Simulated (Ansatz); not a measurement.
Relaxed Pd (fcc, Cu type):

```yaml
crystal:
  lattice:
    - [0.00000, 3.94276, 3.94276]
    - [1.97138, 0.00000, 1.97138]
    - [1.97138, 1.97138, 0.00000]
  atoms:
    - { symbol: Pd, position: [0.00000, 0.00000, 0.00000] }
    - { symbol: Pd, position: [0.50000, 0.00000, 0.00000] }
```

The atoms are displaced by Q × the pattern below (from a DFPT mode at L = (0.5, 0.0, 0.0), largest move 1; Q in Å), at fixed cell. It is one choice among 2 degenerate patterns. (q is in reciprocal vectors of the primitive cell; the cell shown is doubled to hold the pattern.)

| atom | x | y | z |
|---|---|---|---|
| Pd1 | -0.285 | 0.520 | -0.805 |
| Pd2 | 0.285 | -0.520 | 0.805 |

All values below come from PBE (plane waves to 420 eV, PAW, scalar-relativistic; Ansatz, an electronic-structure program). k mesh 10×20×20 (Γ-centred), Fermi-Dirac smearing 0.05 eV. Energies are smeared free energies. With partly filled bands, energies and forces of such displacements shift with the k mesh and the smearing. Pd is run without spin polarisation. Pd was relaxed with its symmetry unable to fall. ΔE is measured from the undisplaced structure.

Problem. What ΔE (meV/cell) and −dE/dQ from forces (eV/Å) does the calculation give at Q (Å) = -0.100, -0.067, -0.017, 0.017, 0.067, 0.100?

Solution. 
```
Q (Å)   ΔE (meV/cell)  −dE/dQ from forces (eV/Å)
------  -------------  -------------------------
-0.100           40.5                      0.748
-0.067           18.8                      0.544
-0.017            1.2                      0.145
0.017             1.2                     -0.145
0.067            18.8                     -0.544
0.100            40.5                     -0.748
```

(A displaced cell: forces are minus the slopes of the energy, force constants its curvatures, and phonons follow from these.)
